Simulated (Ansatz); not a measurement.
## One slab under several functionals: fcc Ni (110), 5 layers

All-electron LAPW in Ansatz 0.2.0, scalar-relativistic, no spin–orbit coupling; ferromagnetic start. Each functional has its own bulk lattice constant and relaxed 1×1 slab, with 16 to 20 Å of vacuum and a dipole correction.

| functional | area (Å²) | γ (J/m²) | Φ (eV) | Δd12 (%) |
| --- | --- | --- | --- | --- |
| LDA | 8.29 | 2.96 | 4.96 | -11.1 |
| PBEsol | 8.48 | ? | 4.66 | -10.9 |
| PBE | 8.75 | 2.28 | ? | -11.3 |

**Question.** Give the missing entry: row "PBEsol", column "γ (J/m²)".

**Answer.** 2.72.

**Question.** What belongs in the row "PBE", column "Φ (eV)"?

**Answer.** 4.54.
